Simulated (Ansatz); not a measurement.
A trial cell of Cs2P3 was relaxed with r2SCAN (plane waves to 500 eV, PAW, scalar-relativistic; Ansatz, an electronic-structure program).

Before: P4/m (No. 83), tP10; a = 6.672 Å, b = 6.672 Å, c = 9.598 Å, α = 90.00°, β = 90.00°, γ = 90.00°.

After relaxation:

Simulated powder pattern, Cu Kα, λ = 1.54184 Å (kinematic, ideal powder, no thermal factors, no anomalous dispersion; the 24 strongest lines at most, above 1 %, up to 2θ = 90°):

| 2θ (°) | I/Imax (%) |
|---|---|
| 16.87 | 17 |
| 21.84 | 65 |
| 23.44 | 15 |
| 25.42 | 32 |
| 27.72 | 100 |
| 31.08 | 33 |
| 32.25 | 14 |
| 33.75 | 32 |
| 34.12 | 8.6 |
| 35.57 | 42 |
| 40.57 | 12 |
| 44.53 | 21 |
| 47.94 | 7.9 |
| 48.75 | 22 |
| 50.12 | 18 |
| 51.97 | 13 |
| 53.26 | 25 |
| 54.02 | 21 |
| 57.02 | 18 |
| 68.15 | 13 |
| 71.88 | 8.4 |
| 83.45 | 8.6 |
| 88.63 | 8.5 |
| 89.23 | 8.0 |

**Question.** Identify the relaxed structure from its pattern: crystal system, space group and cell.

**Answer.** Tetragonal, P4/mmm (No. 123), tP10; a = 5.755 Å, b = 5.755 Å, c = 10.512 Å, α = 90.00°, β = 90.00°, γ = 90.00°. Sites: Cs 4i (0.000, 0.500, 0.204); P 1c (0.500, 0.500, 0.000); P 4k (0.191, 0.191, 0.500); P 1d (0.500, 0.500, 0.500).

**Question.** Index the strongest lines.

**Answer.** 21.84° (110), 25.42° (003), 27.72° (112), 31.08° (200), 35.57° (202).

No spin polarisation in the result.

The run could not lose the symmetry of its start: the end is stationary, and may be a saddle point rather than a minimum.

The relaxed structure here is a generated cell of Cs2P3: the first start was made by a random draw of sites in a space group, and the end was not matched to a known phase here, so it may be hypothetical.
